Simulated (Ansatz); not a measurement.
Sb (diamond, Fd-3m) at seven volumes, DFT-r²SCAN in the program Ansatz with PAW potentials, scaled uniformly. One row is withheld.

| V (Å³/atom) | P (GPa) |
|---|---|
| 38.074 | 3.83 |
| 39.329 | 2.35 |
| 40.584 | 1.09 |
| 41.839 | 0.00 |
| 43.095 | -0.93 |
| 44.350 | ? |
| 45.605 | -2.46 |

Problem. Fit the shown pressures and predict the withheld one.

Solution. P = (3/2)B₀(x^(7/2) − x^(5/2))[1 + (3/4)(B′ − 4)(x − 1)] with x = (V₀/V)^(2/3). Least squares on the six rows gives V₀ = 41.841 Å³/atom, B₀ = 33.7 GPa, B′ = 3.90. At V = 44.350, x = 0.9619 and P = -1.75 GPa. The run itself gave -1.75 GPa.

The start of the workflow was typed in or built on a structure type; neither database checked (COD, Materials Project) lists it. It is not the phase usual at ambient conditions (space group No. 166). The r²SCAN relaxation kept the symmetry of its start. At this level the phase is mechanically unstable. Scalar-relativistic: spin–orbit coupling is off unless named, which matters more the heavier the elements.

Potentials: the later of the program's two PAW sets.
